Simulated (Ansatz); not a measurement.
Method: DFT PBE, scalar-relativistic, plane waves, PAW in Ansatz. All cells share a 420 eV cutoff and Γ-centred k meshes spaced at most about 0.3 Å⁻¹ (about 0.25 or finer for metals, 2π included). No spin polarisation in the final relaxations.

Temperature and zero-point effects are left out.

Two forms of LuGe3O were relaxed alike.

A.

```
CELL_PARAMETERS angstrom
4.44371 0.00000 0.00000
0.00000 4.44371 0.00000
0.00000 0.00000 4.44371
ATOMIC_POSITIONS crystal
Lu 0.00000 0.00000 0.00000
Ge 0.00000 0.50000 0.50000
Ge 0.50000 0.00000 0.50000
Ge 0.50000 0.50000 0.00000
O 0.50000 0.50000 0.50000
```

B.

```
CELL_PARAMETERS angstrom
4.57788 0.00000 0.00000
0.00000 4.57788 0.00000
0.00000 0.00000 4.26346
ATOMIC_POSITIONS crystal
Lu 0.00000 0.00000 0.02514
Ge 0.00000 0.50000 0.50270
Ge 0.50000 0.00000 0.50270
Ge 0.50000 0.50000 0.09392
O 0.50000 0.50000 0.64815
```

Task: Which form is favoured at zero pressure, and by what margin per atom?

Result: They are level within the accuracy (under 1 meV/atom apart). A has the antiperovskite type, space group Pm-3m (No. 221), 17.5 Å³/atom and no gap on its mesh; B has space group P4mm (No. 99), 17.9 Å³/atom and no gap. Counting Ge or Lu atoms around O (for each partner element, those within 1.25 times its shortest distance or 1.15 times the sum of covalent radii, where it is the nearest in units of that sum or under 1.3; a plus sign parts groups by distance over the sum of covalent radii; the shortest distance is added where it exceeds 1.18 times the sum of covalent radii), A has O 6 from 2.2 Å and B has O 1+5. Both come from invented guesses. A third cell relaxed alike, in P4/mmm, lies 0.44 eV/atom below the lower of the two.

For metals, differences of a few meV/atom aren't resolved. A magnetic state wasn't ruled out in cells without spin, among them Pm-3m. Cells relaxed within their symmetry can be saddle points.
